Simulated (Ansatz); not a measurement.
Ionic part of the dielectric constant of CaWO4, mode by mode

All numbers below come from Ansatz 0.2.0, DFT PBEsol, scalar-relativistic, plane waves, PAW. Settings: 420 eV plane-wave cutoff, Γ-centred 6×6×6 mesh, fixed occupations. No spin polarisation. Phonons by linear response, acoustic sum rule imposed.

Symmetry: I4_1/a, No. 88, tetragonal system. The conventional cell has a = 5.223 Å, b = 5.223 Å, c = 11.252 Å, α = 90.00°, β = 90.00°, γ = 90.00°. Ca (site symmetry -4) is surrounded by 8 O at 2.42 to 2.45 Å. Around W (site symmetry -4) lie 4 O at 1.79 Å. O (site symmetry 1) has 1 W at 1.79 Å as nearest neighbours.

Spin–orbit coupling is left out, which matters for heavy elements.

The primitive cell has V = 153.49 Å³ and ε∞,xx = 3.902. Each polar mode adds Δε = (4.92064×10⁷/V)·S/ν² along x, with S its oscillator strength in e²/amu, ν in cm⁻¹ and V in Å³.

Task: From these modes, find each Δε and ε0,xx.
```csv
ν (cm⁻¹),S_xx (e²/amu)
133.9,0.07985
195.0,0.5467
295.6,0.327
781.5,1.888
```

Result:
```tsv
ν (cm⁻¹)	Δε
133.9	1.43
195.0	4.61
295.6	1.20
781.5	0.99
```

The sum is 8.227, so ε0,xx = 12.13; the run's tensor has 12.13.

Task: Where do the longitudinal modes lie for a wave vector along x?

Result: At 140, 244, 352, 886 cm⁻¹. The Lyddane–Sachs–Teller product Π(ν_LO/ν_TO)² = 3.11 matches ε0/ε∞ = 3.11.

Cost: 1 run of about 31 core-minutes, on Arm Neoverse V2 (shared hosts).